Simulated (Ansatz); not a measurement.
With DFT-r²SCAN in the program Ansatz with PAW potentials, GeB2W2 in the hexagonal phase (P-6m2; W on 2h, Ge on 1a, B on 1b, B on 1f) relaxes to a = 3.138 Å, c = 6.753 Å. Ge has 6 nearest neighbours from 2.63 Å (trigonal prismatic). Against the elements it lies at -0.066 eV/atom, with no fitted shifts.

Electronic character: metallic (no gap). Gap from r²SCAN with spin–orbit coupling: none (metallic).

An equation-of-state fit gives a bulk modulus of 267 GPa. Bader charges are W +0.83, Ge -0.46, B -0.61 to -0.58 e.

The start of the workflow was typed in or built on a structure type; neither database checked (COD, Materials Project) lists it. Its standing as an ambient phase is unchecked. Symmetry was held in the r²SCAN relaxation; whether a distortion lowers the energy is not shown. No spin polarisation was allowed. The references are the lowest solids computed at this level, not always the standard phases. Spin–orbit coupling is left out wherever it is not named.

Potentials: the earlier of the program's two PAW sets.
